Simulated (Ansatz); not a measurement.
Space group P6/mmm (No. 191). a = 5.626 Å, b = 5.626 Å, c = 3.344 Å, α = 90.00°, β = 90.00°, γ = 120.00°
```csv
atom,site,symmetry,x,y,z
Tl,1a,6/mmm,0.0000,0.0000,0.0000
Bi,2d,-6m2,0.6667,0.3333,0.5000
```

Equation of state of this TlBi$_{2}$ structure (not necessarily the ground state), with shape and atoms relaxed at each volume where symmetry leaves them free. It has no gap at any of these volumes. These are results of DFT PBEsol, scalar-relativistic, plane waves, PAW (Ansatz 0.2.0), not measurements.

Plane waves to 420 eV, a k mesh through Γ of 12×12×12 on the computed 3-atom cell and Gaussian smearing (0.10 eV); no spin polarisation.

```csv
V (Å³/atom),E − E(largest V) (meV/atom),P (GPa)
26.890,45.19,8.39
27.807,5.25,5.69
28.723,-20.56,3.43
29.640,-34.56,1.55
30.557,-38.70,-0.03
31.473,-34.55,-1.35
32.390,-23.49,-2.44
33.612,0.00,-3.62
```

**Question.** Fit a third-order Birch–Murnaghan equation to E(V).

**Answer.** V0 = 30.53 Å³/atom, B0 = 48 GPa, B0' = 4.9.

Spin-orbit coupling is left out, which matters for the bands of heavy elements.